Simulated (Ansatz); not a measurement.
Data:

SnSe2:
Space group P-3m1 (No. 164); a = b = 3.872 Å, c = 7.013 Å, α = β = 90.00°, γ = 120.00°

| atom | site | symmetry | x | y | z |
|---|---|---|---|---|---|
| Sn | 1a | -3m. | 0.0000 | 0.0000 | 0.0000 |
| Se | 2d | 3m. | 0.3333 | 0.6667 | 0.2274 |

This is the PBE-relaxed structure.

Q: All from DFT-PBE in the program Ansatz with PAW potentials, unless another level is named. Give the hole effective mass.

A: 0.19, 1.5, 6.6 mₑ (principal values).

Q: Next, the electron effective mass?

A: 0.21, 0.61, 13 mₑ (principal values).

Q: What about the weight of the conduction-edge state by species (Voronoi cells)?

A: Se 70 %, Sn 30 %.

Q: And the conduction-band minimum?

A: at L (3 equivalent valleys).

Q: What about the weight of the valence-edge state by species (Voronoi cells)?

A: Se 92 %, Sn 8 %.

The cell was relaxed with PBE under the symmetry of its start. The volume lies over 15 % above that of the usual cell of this phase: another minimum, or an error of the functional. A crystal of weakly bound layers computed without a dispersion correction: the cell and the soft elastic constants depend strongly on that. Spin–orbit coupling is left out wherever it is not named.

Potentials: the later of the program's two PAW sets.

Edges and masses are those of Kohn–Sham bands, whose gap is no quasiparticle gap.
